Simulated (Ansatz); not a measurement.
**Mo (bcc): a workflow**

**What was measured.** A cell as deposited of cubic Mo (space group Im-3m), temperature not stated, from the Crystallography Open Database (2007, doi:10.1021/cm0624116), has a = 3.147 Å and 15.58 Å³/atom.

Level of theory: DFT, LDA, scalar-relativistic, no spin polarisation; plane waves to 420 eV with PAW datasets (Ansatz 0.2.0), 18×18×18 k-mesh, Gaussian smearing of 0.05 eV; PAW files: Ansatz's generated set soft_2.

Starting cell, 0 % over the database's volume:

```yaml
crystal:
  lattice:
    - [-1.57500, 1.57500, 1.57500]
    - [1.57500, -1.57500, 1.57500]
    - [1.57500, 1.57500, -1.57500]
  atoms:
    - { symbol: Mo, position: [0.00000, 0.00000, 0.00000] }
```

The first steps of the search for zero pressure:

| run | level | k-mesh | kind | V (Å³/atom) | P (GPa) | gap on the mesh (eV) |
| --- | --- | --- | --- | --- | --- | --- |
| 1 | LDA | 18×18×18 | fixed cell | 15.63 | -10.1 | metal |
| 2 | LDA | 18×18×18 | fixed cell | 14.57 | 10.4 | metal |

At which volume does LDA reach zero pressure?

15.06 Å³/atom, about 3.7 % under the start.

The steps that followed:

| run | level | k-mesh | kind | V (Å³/atom) | P (GPa) | E − E(final) (meV/atom) | gap on the mesh (eV) |
| --- | --- | --- | --- | --- | --- | --- | --- |
| 3 | LDA | 18×18×18 | fixed cell | 15.06 | 0.0 | 0.0 | metal |

The cell is relaxed to zero pressure at this level.

The final structure (symmetry read at 0.01 Å). Symmetry: Im-3m, No. 229, cubic system. The conventional cell has a = 3.111 Å, b = 3.111 Å, c = 3.111 Å, α = 90.00°, β = 90.00°, γ = 90.00°. Around Mo (site symmetry m-3m) lie 8 Mo at 2.69 Å. (Shells end 15 % past the nearest neighbour.)

```csv
atom,site,symmetry,x,y,z
Mo,2a,m-3m,0.0000,0.0000,0.0000
```

- At the final geometry the gap, band path included, is zero (metallic).

**Against experiment.** LDA gives 3.111 Å and 15.06 Å³/atom, −3.4 % in volume (−1.1 % in length) from the database's cell. LDA overbinds and usually gives cells that are too small.
